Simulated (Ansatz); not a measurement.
Cu (fcc (Cu type), Fm-3m) at seven volumes, PBE in the plane-wave PAW code Ansatz, scaled uniformly. One row is withheld.

```
V (Å³/atom)  P (GPa)
-----------  -------
10.871         16.88
11.229         10.21
11.588          4.65
11.946          0.00
12.305         -3.88
12.663         -7.11
13.021             ?
```

Q: Fit the shown pressures and predict the withheld one.

A: P = (3/2)B₀(x^(7/2) − x^(5/2))[1 + (3/4)(B′ − 4)(x − 1)] with x = (V₀/V)^(2/3). Least squares on the six rows gives V₀ = 11.946 Å³/atom, B₀ = 141 GPa, B′ = 5.01. At V = 13.021, x = 0.9442 and P = -9.80 GPa. The run itself gave -9.79 GPa.

Symmetry was held in the PBE relaxation. No spin polarisation was allowed.

Potentials: the later of the program's two PAW sets.
